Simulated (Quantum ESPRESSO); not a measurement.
# Band energies of PtS2 bilayer

```
CELL_PARAMETERS angstrom
      3.55942     0.00000     0.00000
     -1.77971     3.08255     0.00000
      0.00000     0.00000    25.10000
ATOMIC_POSITIONS crystal
  S  0.66667 0.33333 0.85607
  S  0.33333 0.66667 0.95363
  S  0.66667 0.33333 0.04637
  S  0.33333 0.66667 0.14393
  Pt 0.00000 0.00000 0.90548
  Pt 0.00000 0.00000 0.09452
```

PBE (Quantum ESPRESSO, PseudoDojo norm-conserving, 84 Ry, no spin-orbit coupling); path ΓMKΓ; energies in eV from the valence-band maximum.

```
k (1/Å)  point  band 26  band 27  band 28  band 29  band 30  band 31  band 32  band 33
-------  -----  -------  -------  -------  -------  -------  -------  -------  -------
0.00         Γ    -1.34    -1.34    -1.11    -1.11    -0.26     2.07     2.07     2.55
0.20              -1.28    -1.20    -1.05    -0.99     0.00     1.59     1.89     1.98
0.41              -1.32    -1.23    -1.06    -0.97    -0.38     1.03     1.47     1.63
0.61              -1.72    -1.62    -1.45    -1.43    -0.72     0.84     1.60     1.72
0.82              -2.46    -2.38    -2.12    -2.02    -1.22     1.38     1.70     2.00
1.02         M    -2.87    -2.77    -2.57    -2.48    -1.61     1.67     1.76     2.15
1.22              -3.03    -2.56    -2.07    -1.90    -1.45     1.41     1.72     1.80
1.41              -2.91    -2.06    -1.94    -1.61    -1.26     1.10     1.22     1.62
1.61         K    -2.76    -1.83    -1.83    -1.46    -1.46     0.96     0.96     1.88
1.75              -2.81    -2.00    -1.92    -1.57    -1.17     0.87     1.23     1.70
1.90              -2.76    -2.19    -2.11    -1.39    -0.90     0.88     1.40     1.76
2.05              -2.19    -1.93    -1.78    -1.23    -0.71     0.99     1.34     1.52
2.20              -1.62    -1.51    -1.23    -1.16    -0.57     1.02     1.27     1.36
2.34              -1.51    -1.14    -1.08    -0.97    -0.31     0.89     1.54     1.60
2.49              -1.24    -1.18    -1.00    -0.97    -0.02     1.34     1.54     1.95
2.64              -1.29    -1.25    -1.07    -1.02    -0.07     1.79     1.92     2.27
2.78         Γ    -1.34    -1.34    -1.11    -1.11    -0.26     2.07     2.07     2.55
```

The PBE gap is 0.78 eV; at least one edge lies off the plotted path, at a point of the SCF mesh. The smallest direct gap is 1.20 eV. Another valence extremum on the path lies within 0.02 eV, too close to call. The valence-band maximum lies 5.51 eV below the vacuum level.

Without spin-orbit coupling, band edges of such heavy elements can be off by tenths of an eV.

Geometry relaxed with PBE+D3(BJ).
